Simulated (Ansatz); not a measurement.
Zr (hcp, Mg type)

```yaml
crystal:
  lattice:
    - [3.18422, 0.00000, 0.00000]
    - [-1.59211, 2.75761, 0.00000]
    - [0.00000, 0.00000, 5.11671]
  atoms:
    - { symbol: Zr, position: [0.33333, 0.66667, 0.75000] }
    - { symbol: Zr, position: [0.66667, 0.33333, 0.25000] }
```

The slice is a (1 -1 0 0) plane (indices of the conventional cell) through the point (0.333, 0.667, 0.750) (fractional), spanned by u = [110] and v = [001] in vectors of this cell: u (3.18 Å) and v (5.12 Å, at 90° to u). It covers one period; positions are fractions (u, v).

Computed with PBEsol (plane waves to 420 eV, PAW, scalar-relativistic; Ansatz, a quantum-chemistry and plane-wave program). k mesh 17×17×9. Inside the PAW spheres the values are not all-electron values, and peaks at nuclei hang on which shells count as valence. Zr is run without spin polarisation. Zr was relaxed with its symmetry unable to fall.

**Question.** What is the ELF at the midpoint of the shortest Zr–Zr line in this plane (3.18 Å)?

**Answer.** 0.2.

**Question.** What is the valence density on the shortest Zr–Zr line in this plane (3.18 Å), at its midpoint?

**Answer.** 0.18 e/Å³.

**Question.** Sketch the electrostatic potential energy of an electron, from the cell's mean on this plane as a map.

**Answer.** 
```
|xxxxx -**- xxxx|
|xxxxx =##= xxxx|
|xxxx :*%%*: xxx|
|xxx .+#%%#+. xx|
|   :=*%@@%*=:  |
|-==+*#%%%%#*+==|
|#####******####|
|@@%#*+----+*#%@|
|@@%#=:    :=#%@|
|@@%*:      :*%@|
|@@#+. xxxx .+#@|
|@@#=  xxxx  =#@|
|@@#+. xxxx .+#@|
|@@%*:      :*%@|
|@@%#=:    :=#%@|
|@@%#*+----+*#%@|
|#####******####|
|-==+*#%%%%#*+==|
|   :=*%@@%*=:  |
|xxx .+#%%#+. xx|
|xxxx :*%%*: xxx|
|xxxxx =##= xxxx|
|xxxxx -**- xxxx|
|xxxxx :**: xxxx|
```
Scale: ten equal steps from 2.00 (start of ' ') to 10.69 (end of '@'), in the order ' .:-=+*#%@'. Values: electrostatic potential energy of an electron, from the cell's mean, in eV. The map has 15 points along u (one character each, u = 0 at the left) and 24 along v (v = 0 in the bottom row). Points within 1 Å of a nucleus are blanked (x), as the pseudised field means little there. Values under 2 eV are set to 2. The zero, the cell's mean, hangs on the PAW cores.
